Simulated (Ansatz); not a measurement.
A geometry of CuAu$_{3}$ away from equilibrium: step 3 of the relaxation of a relaxed CuAu3 cell with every coordinate shifted by Gaussian noise of σ = 0.2 Å. Method: PBEsol (plane waves to 420 eV, PAW, scalar-relativistic; Ansatz, a quantum-chemistry and plane-wave program). Γ-centred k-mesh 8×8×8 on the run's cell (coarser than for final values), Fermi–Dirac smearing 0.05 eV.

```xyz
4
Lattice="3.9784 0.0226 0.0090 0.0226 3.9765 -0.0069 0.0090 -0.0069 3.9707" Properties=species:S:1:pos:R:3:forces:R:3 pbc="T T T" free_energy=-45609.901 pressure_GPa=3.6
Cu     0.2734    -0.1142    -0.0898   -0.8909   -0.7917    0.4121
Au     1.9900     1.7216     0.0140    1.5946    0.5986    0.1848
Au     0.1785     1.7062     2.0307   -1.2511    0.4612   -0.4916
Au     2.1451    -0.2584     1.9762    0.5474   -0.2681   -0.1054
```

Positions in Å, forces in eV/Å, free energy of the cell in eV (comparable only within this code, potentials and settings). Largest force: 1.71 eV/Å, on Au2 (atoms numbered as listed); the geometry lies 0.06 eV/atom above the end of its relaxation.

No spin polarisation in the result.
